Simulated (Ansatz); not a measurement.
Theory: DFT PBE, scalar-relativistic, plane waves, PAW in Ansatz. All cells share a 420 eV cutoff and Γ-centred k meshes spaced about 0.3 Å⁻¹ or finer (0.25 for metals, 2π included). No spin polarisation.

These are static total energies at zero pressure.

Two forms of Cd3SeS2 were relaxed alike.

A.

```
CELL_PARAMETERS angstrom
6.38753 -3.68655 0.00000
6.38753 3.68655 0.00000
0.00000 0.00000 6.93429
ATOMIC_POSITIONS crystal
Cd 0.48985 0.16650 0.62963
Cd 0.51015 0.83350 0.12963
Cd 0.82289 0.17711 0.11387
Cd 0.17711 0.82289 0.61387
Cd 0.83350 0.51015 0.62963
Cd 0.16650 0.48985 0.12963
Se 0.83008 0.16992 0.50025
Se 0.16992 0.83008 0.00025
S 0.49650 0.16673 0.00081
S 0.50350 0.83327 0.50081
S 0.83327 0.50350 0.00081
S 0.16673 0.49650 0.50081
```

B.

```
CELL_PARAMETERS angstrom
4.25680 0.00000 0.00000
-2.12840 3.68650 0.00000
0.00000 0.00000 20.82744
ATOMIC_POSITIONS crystal
Cd 0.66667 0.33333 0.49509
Cd 0.66667 0.33333 0.17137
Cd 0.33333 0.66667 0.33314
Cd 0.33333 0.66667 0.99509
Cd 0.66667 0.33333 0.83314
Cd 0.33333 0.66667 0.67138
Se 0.66667 0.33333 0.62405
Se 0.33333 0.66667 0.12405
S 0.66667 0.33333 0.29466
S 0.33333 0.66667 0.45668
S 0.66667 0.33333 0.95668
S 0.33333 0.66667 0.79466
```

Task: Which arrangement of the elements on these sites is preferred, and by what margin?

Result: A is lower, by 5 meV/atom. The two share one framework of sites and differ in which element sits where. A has Se and S ordered on wurtzite sites, space group Cmc2_1 (No. 36), 27.2 Å³/atom and a gap of 0.91 eV on its mesh; B has Se and S ordered on wurtzite sites, space group P6_3mc (No. 186), 27.2 Å³/atom and a gap of 0.73 eV. Counting S or Se atoms around Cd (for each partner element, those within 1.25 times its shortest distance or 1.15 times the sum of covalent radii, where it is the nearest in units of that sum or under 1.3), A and B both have Cd 4. In A, Cd on a site of symmetry 1 is surrounded by 3 S at 2.57 Å and 1 Se at 2.68 Å; around Se lie 4 Cd at 2.68 Å; S has 4 Cd at 2.57 Å; 1 more site not described. In B, around Cd on its first site lie 3 S at 2.58 Å and 1 Se at 2.69 Å; Se is surrounded by 4 Cd at 2.65–2.69 Å; S on its first site has 4 Cd at 2.57–2.59 Å; 3 more sites not described. Both come from trial cells of a structure search.

Kohn–Sham gaps at this level usually fall short of measured ones. With atoms moved at random, A came back. B had no clear such test and can be a saddle point.
